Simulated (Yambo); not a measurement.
Consider the following.

```
RbCdF3
1.0
    4.42498     0.00000     0.00000
    0.00000     4.42498     0.00000
    0.00000     0.00000     4.42498
F Rb Cd
3 1 1
Direct
  0.00000   0.50000   0.50000
  0.50000   0.00000   0.50000
  0.50000   0.50000   0.00000
  0.00000   0.00000   0.00000
  0.50000   0.50000   0.50000
```

Workflow: PBEsol (Quantum ESPRESSO, PseudoDojo norm-conserving, 102 Ry, without SOC), then G0W0 in Yambo (4×4×4 Γ-centred k mesh, bands 5 to 132 and a 7 Ry block in the screening, 132 bands in G with the Bruneval-Gonze terminator, plasmon pole fitted at 27.2 eV).

### Question
Give the PBEsol and G0W0 gaps between the band edges found on this mesh, and say where the edges lie.

### Answer
Edges: R → Γ. PBEsol: 3.08 eV; G0W0: 6.21 eV. Convergence of the G0W0 settings was not tested. Spin-orbit splittings are left out. The cell is held in this high symmetry; tilts and polar distortions were not searched.

Geometry of the Materials Project entry, not relaxed at this level.

The structure is a Materials Project entry; no match was found in the copy of COD used, and its stability was not checked.
